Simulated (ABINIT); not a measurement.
ABINIT input for MoP, PBE with JTH PAW datasets:

```
pp_dirpath "./pseudo"
pseudos "Mo.GGA_PBE-JTH.xml, P.GGA_PBE-JTH.xml"

acell 3*1.0 angstrom
rprim
    3.234759854878     0.000000000000     0.000000000000
   -1.617379927439     2.801384209466     0.000000000000
    0.000000000000     0.000000000000     3.182280000000
ntypat 2
znucl 42 15
natom 2
typat 1 2
xred
    0.000000000000     0.000000000000     0.000000000000
    0.333333333333     0.666666666667     0.500000000000
tolsym 1e-5
chksymtnons 0
chkprim 0

ecut 20
pawecutdg 40
pawovlp 20
ngkpt 14 14 12
nshiftk 1
shiftk 0 0 0
nband 13
occopt 3
tsmear 0.003
tolvrs 1e-10
nstep 90

nucefg 2
quadmom 0.022 0
nucfc 1
prtwf 0
prtden 0
prteig 0
prtebands 0
prtgsr 0
```

The cell comes from the Materials Project (a computed structure). It is MoP in P-6m2; whether this form has been observed was not checked. Stability against distortions was not tested. The run has no spin polarisation.

Each row changes or adds one setting. The quadmom values are sizes without sign and don't touch the SCF cycle. The limit is 90 steps.  The run is metallic or nearly gapless at this level (smeared occupations).

```tsv
setting typed	SCF steps	k-points	converged
as in the input	11	168	yes
diemac = 1000	11	168	yes
diemix = 0.2	33	168	yes
iscf = 3	16	168	yes
nline = 8	11	168	yes
npulayit = 2	12	168	yes
npulayit = 3	12	168	yes
wfoptalg = 114	9	168	yes
wfoptalg = 14	9	168	yes
```

Fewest SCF steps among converged rows: 9 (wfoptalg = 114, wfoptalg = 14); most steps: 33 (diemix = 0.2). Steps of different solvers differ in work.
